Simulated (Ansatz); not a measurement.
## How far is PAW off for Sb?

```
Sb
1.0
    -1.47428    1.47428    2.42937
     1.47428   -1.47428    2.42937
     1.47428    1.47428   -2.42937
Sb
1
Direct
  0.00000 0.00000 0.00000
```

The cell comes from COD entry 9013010, which wasn't checked; take it as a given geometry. The listed cell was then made from it by scaling, straining or moving an atom.

Spin–orbit coupling is left out, though it moves levels of the heavy atoms by tenths of an eV or more.

Levels of theory: DFT, PBEsol, PAW with Ansatz's default frozen-core files, scalar-relativistic (Ansatz 0.2.0); DFT, PBEsol, all-electron PAW with datasets made for the crystal, scalar-relativistic (Ansatz 0.2.0); DFT, PBEsol, all-electron LAPW, scalar-relativistic (Ansatz 0.2.0).

For PAW: a Γ-centred 19×19×19 k mesh, Fermi–Dirac smearing of 0.05 eV, cutoff 420 eV, no spin polarisation; the PAW files were made with PBE, and the program remakes their frozen cores for this functional. The crystal-made all-electron datasets (AE datasets) take a cutoff of 200 eV at this cell. LAPW targets a basis error of 0.25 meV/atom. The Ansatz runs share mesh, smearing and spin set-up. Plane-wave (PAW) pressures include the program's estimate of the Pulay term.

Stress and pressure are positive in compression.

The change that made this cell: volume scaled by 0.94.

No spin–orbit coupling: at heavy atoms the gradients can be off by tens of per cent for that reason.

In a metal, gradients converge slowly with the k mesh: the values move by tens of per cent from one mesh to another, at times in sign, so only the comparison on one mesh counts.

```csv
quantity,PAW,AE datasets,LAPW
pressure (GPa),24.27,24.29,24.29
stress xx (GPa),25.36,25.37,25.37
stress zz (GPa),22.11,22.12,22.12
field gradient Vzz at Sb (10²¹ V/m²),?,?,–
```

Q: What belongs in the row "field gradient Vzz at Sb (10²¹ V/m²)", column "AE datasets"?

A: 3.65.

Q: Give the missing entry: row "field gradient Vzz at Sb (10²¹ V/m²)", column "PAW".

A: 3.53.
